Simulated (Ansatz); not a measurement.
CdS:
```xyz
4
Lattice="4.1244 0.0000 0.0000 -2.0622 3.5718 0.0000 0.0000 0.0000 6.7098" Properties=species:S:1:pos:R:3 pbc="T T T"
Cd     2.0622     1.1906     3.3563
Cd     0.0000     2.3812     0.0014
S      2.0622     1.1906     5.8831
S      0.0000     2.3812     2.5282
```

Cartesian axes are those of the cell as given.

Q: Give the high-frequency dielectric tensor and the Born effective charge tensors of the independent atoms from DFPT, DFT-PBEsol in the program Ansatz with PAW potentials.

A: 
ε∞:
```
6.23  0.00  0.00
0.00  6.23  0.00
0.00  0.00  6.37
```
Z* of atom 1 (Cd), rows: field, columns: displacement, in e:
```
2.11  0.00  0.00
0.00  2.11  0.00
0.00  0.00  2.21
```
Z* of atom 3 (S), rows: field, columns: displacement, in e:
```
-2.11   0.00   0.00
 0.00  -2.11   0.00
 0.00   0.00  -2.21
```

Space group P6_3mc (wurtzite). Symmetry was held in the PBEsol relaxation. Spin–orbit coupling is left out wherever it is not named.

Potentials: the earlier of the program's two PAW sets. The files were generated under PBE; for other functionals the program regenerates the frozen cores, and for LDA and PBEsol the local potential too.
